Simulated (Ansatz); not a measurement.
Property card for Ga2Mo

Ga2Mo:
```cif
data_Ga4Mo2
_chemical_formula_sum 'Ga4 Mo2'
_space_group_name_H-M_alt 'P 1'
_space_group_IT_number 1
_cell_length_a 6.02825
_cell_length_b 5.03044
_cell_length_c 4.81714
_cell_angle_alpha 75.456
_cell_angle_beta 53.875
_cell_angle_gamma 50.668
loop_
_space_group_symop_operation_xyz
  'x, y, z'
loop_
_atom_site_label
_atom_site_type_symbol
_atom_site_fract_x
_atom_site_fract_y
_atom_site_fract_z
_atom_site_occupancy
Ga1 Ga 0.08293 0.41707 0.08293 1
Ga2 Ga 0.41707 0.08293 0.41707 1
Ga3 Ga 0.16707 0.83293 0.16707 1
Ga4 Ga 0.83293 0.16707 0.83293 1
Mo1 Mo 0.75000 0.75000 0.75000 1
Mo2 Mo 0.50000 0.50000 0.50000 1
```

Space group Fddd (No. 70); conventional cell a = 4.934 Å, b = 8.275 Å, c = 8.768 Å, α = β = γ = 90.00°.

Method: PBEsol in the plane-wave PAW code Ansatz. Structure relaxed to zero pressure with the same functional. Other levels are named where they apply.

**Cell and energy**

```
Property                                                         Value
-----------------------------------------------------  ---------------
Volume per atom                                               14.92 Å³
Density                                                     8.74 g/cm³
Formation energy from the elements (no fitted shifts)  -14 kJ/mol-atom
```

**Electronic structure**

```
Property                                                                    Result
------------------------------------  --------------------------------------------
Electronic character                                             metallic (no gap)
Density of states at the Fermi level  0.44 states/eV per atom (mean over ±0.08 eV)
```

**Mechanics**

```
Property                             Result
----------------------------------  -------
Bulk modulus (Birch–Murnaghan fit)  160 GPa
Pressure derivative B′                  4.8
```

The start of the workflow was typed in or built on a structure type; neither database checked (COD, Materials Project) lists it. Its standing as an ambient phase is unchecked. Symmetry was held in the PBEsol relaxation; its stability against distortions is not shown here. The run is not spin-polarised. Axis ratios of metals converge slowly with the k-mesh, so a and c are less sure than the volume. The references are the lowest solids computed at this level, not always the standard phases. Scalar-relativistic: spin–orbit coupling is off unless named, which matters more the heavier the elements.

Potentials: the earlier of the program's two PAW sets. The files were generated under PBE; for other functionals the program regenerates the frozen cores, and for LDA and PBEsol the local potential too.
